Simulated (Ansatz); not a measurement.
Geometry optimisation in Ansatz: input, command and trajectory.

```yaml
crystal:
  lattice:
    - [1.4847948678, 0.8572467166, 4.729346616]
    - [-1.4847948678, 0.8572467166, 4.729346616]
    - [0.0, -1.7144934332, 4.729346616]
  atoms:
    - { symbol: B, position: [0.5, 0.5, 0.5] }
    - { symbol: Bi, position: [0.0, 0.0, 0.0] }
basis:
  ecutwfc: 420
kpoints:
  mp_grid: { grid: [6, 6, 6] }
hamiltonian:
  xc: pbe
scf:
  occupations: { method: gaussian, width: 0.1 }
  lower_state_search: "off"
output:
  forces: true
  stress: true
  eigenvalues: true
relax:
  adjacent_minimum: "off"
  f_tol: 0.04
  max_steps: 70
  cell: { stress_tol: 0.4 }
```

```bash
ansatz run input.yaml --threads 1 --pin off --max-ram 2560MiB --backend cpu --events-out ev --progress --plain --runs-dir out
```

Computed with DFT PBE, scalar-relativistic, plane waves, PAW (Ansatz 0.2.0).

Of 16 frames 10 are shown, positions in Å and forces in eV/Å; the SCF threshold varies from step to step. Steps run on the plane waves of an earlier cell, with a Pulay correction in the pressure. The basis is chosen afresh for the last frame, the zero of the energies, and at times for earlier ones too; energy and pressure step there, also at an unchanged geometry. Here that happened at step 13 (-40 meV/atom, 2.9 GPa); the frames before carry an error of that size. The mark taken_back stands on steps that the optimiser undid.

```xyz
2
Lattice="1.4848 0.8572 4.7293 -1.4848 0.8572 4.7293 0.0000 -1.7145 4.7293" Properties=species:S:1:pos:R:3:forces:R:3 pbc="T T T" step=1 free_energy_over_end_meV_per_atom=1030.23 pressure_GPa=18.61
B     0.0000    0.0000    7.0940    0.0000    0.0000    0.0000
Bi    0.0000    0.0000    0.0000    0.0000    0.0000    0.0000
2
Lattice="1.6067 0.9276 4.4290 -1.6067 0.9276 4.4290 0.0000 -1.8553 4.4290" Properties=species:S:1:pos:R:3:forces:R:3 pbc="T T T" step=3 free_energy_over_end_meV_per_atom=583.76 pressure_GPa=2.96
B     0.0000    0.0000    6.6436    0.0000    0.0000    0.0000
Bi    0.0000    0.0000    0.0000    0.0000    0.0000    0.0000
2
Lattice="1.6463 0.9505 4.2036 -1.6463 0.9505 4.2036 0.0000 -1.9010 4.2036" Properties=species:S:1:pos:R:3:forces:R:3 pbc="T T T" step=4 free_energy_over_end_meV_per_atom=496.92 pressure_GPa=1.70
B     0.0000    0.0000    6.3054    0.0000    0.0000    0.0000
Bi    0.0000    0.0000    0.0000    0.0000    0.0000    0.0000
2
Lattice="1.7181 0.9919 3.7457 -1.7181 0.9919 3.7457 0.0000 -1.9839 3.7457" Properties=species:S:1:pos:R:3:forces:R:3 pbc="T T T" step=6 free_energy_over_end_meV_per_atom=281.02 pressure_GPa=-0.40
B     0.0000    0.0000    5.6186    0.0000    0.0000    0.0000
Bi    0.0000    0.0000    0.0000    0.0000    0.0000    0.0000
2
Lattice="1.7688 1.0212 3.2823 -1.7688 1.0212 3.2823 0.0000 -2.0424 3.2823" Properties=species:S:1:pos:R:3:forces:R:3 pbc="T T T" step=8 free_energy_over_end_meV_per_atom=83.00 pressure_GPa=1.88
B     0.0000    0.0000    4.9234    0.0000    0.0000    0.0000
Bi    0.0000    0.0000    0.0000    0.0000    0.0000    0.0000
2
Lattice="1.8429 1.0640 3.0458 -1.8429 1.0640 3.0458 0.0000 -2.1280 3.0458" Properties=species:S:1:pos:R:3:forces:R:3 pbc="T T T" step=9 free_energy_over_end_meV_per_atom=61.92 pressure_GPa=-1.68
B     0.0000    0.0000    4.5687    0.0000    0.0000    0.0000
Bi    0.0000    0.0000    0.0000    0.0000    0.0000    0.0000
2
Lattice="1.8172 1.0492 3.1433 -1.8172 1.0492 3.1433 0.0000 -2.0983 3.1433" Properties=species:S:1:pos:R:3:forces:R:3 pbc="T T T" step=11 free_energy_over_end_meV_per_atom=53.80 pressure_GPa=-0.83 taken_back
B     0.0000    0.0000    4.7150    0.0000    0.0000    0.0000
Bi    0.0000    0.0000    0.0000    0.0000    0.0000    0.0000
2
Lattice="1.8147 1.0477 3.1253 -1.8147 1.0477 3.1253 0.0000 -2.0955 3.1253" Properties=species:S:1:pos:R:3:forces:R:3 pbc="T T T" step=13 free_energy_over_end_meV_per_atom=13.48 pressure_GPa=2.95
B     0.0000    0.0000    4.6879    0.0000    0.0000    0.0000
Bi    0.0000    0.0000    0.0000    0.0000    0.0000    0.0000
2
Lattice="1.8418 1.0634 3.0927 -1.8418 1.0634 3.0927 0.0000 -2.1267 3.0927" Properties=species:S:1:pos:R:3:forces:R:3 pbc="T T T" step=14 free_energy_over_end_meV_per_atom=2.45 pressure_GPa=1.30
B     0.0000    0.0000    4.6390    0.0000    0.0000    0.0000
Bi    0.0000    0.0000    0.0000    0.0000    0.0000    0.0000
2
Lattice="1.8649 1.0767 3.0615 -1.8649 1.0767 3.0615 0.0000 -2.1534 3.0615" Properties=species:S:1:pos:R:3:forces:R:3 pbc="T T T" step=16 free_energy_over_end_meV_per_atom=0.00 pressure_GPa=0.10
B     0.0000    0.0000    4.5923    0.0000    0.0000    0.0000
Bi    0.0000    0.0000    0.0000    0.0000    0.0000    0.0000
```

The start puts this composition into another compound's structure type, which needn't suit it. At the end the space group is Fm-3m (tolerance 0.05 Å).

Time: 18 s on 1 thread of Arm Neoverse V2, on a shared host, peak memory 0.3 GiB.

The k mesh is coarse. Spin–orbit coupling is left out, which can shift energies with elements as heavy as these.